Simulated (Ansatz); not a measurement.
SiGeC$_{2}$ in space group P-4m2 (No. 115; Ge on 1c, Si on 1a, C on 2g) at seven volumes, plane-wave PAW r²SCAN (Ansatz code), shape and atoms relaxed at each. One row is withheld.

```json
[
 {"V (Å³/atom)": "10.098", "P (GPa)": "23.83"},
 {"V (Å³/atom)": "10.430", "P (GPa)": "?"},
 {"V (Å³/atom)": "10.763", "P (GPa)": "6.77"},
 {"V (Å³/atom)": "11.096", "P (GPa)": "0.00"},
 {"V (Å³/atom)": "11.429", "P (GPa)": "-5.80"},
 {"V (Å³/atom)": "11.762", "P (GPa)": "-10.79"},
 {"V (Å³/atom)": "12.095", "P (GPa)": "-15.05"}
]
```

Question: Fit the shown pressures and predict the withheld one.

Answer: Third-order Birch–Murnaghan: P = (3/2)B₀(x^(7/2) − x^(5/2))[1 + (3/4)(B′ − 4)(x − 1)] with x = (V₀/V)^(2/3). Least squares on the six rows gives V₀ = 11.096 Å³/atom, B₀ = 208.4 GPa, B′ = 4.10. At V = 10.430, x = 1.0421 and P = 14.65 GPa. The run itself gave 14.65 GPa.

The start of the workflow was typed in or built on a structure type; neither database checked (COD, Materials Project) lists it. Whether it is the stable phase at ambient conditions was not checked. The r²SCAN relaxation kept the symmetry of its start; its stability against distortions is not shown here.

Potentials: the later of the program's two PAW sets.
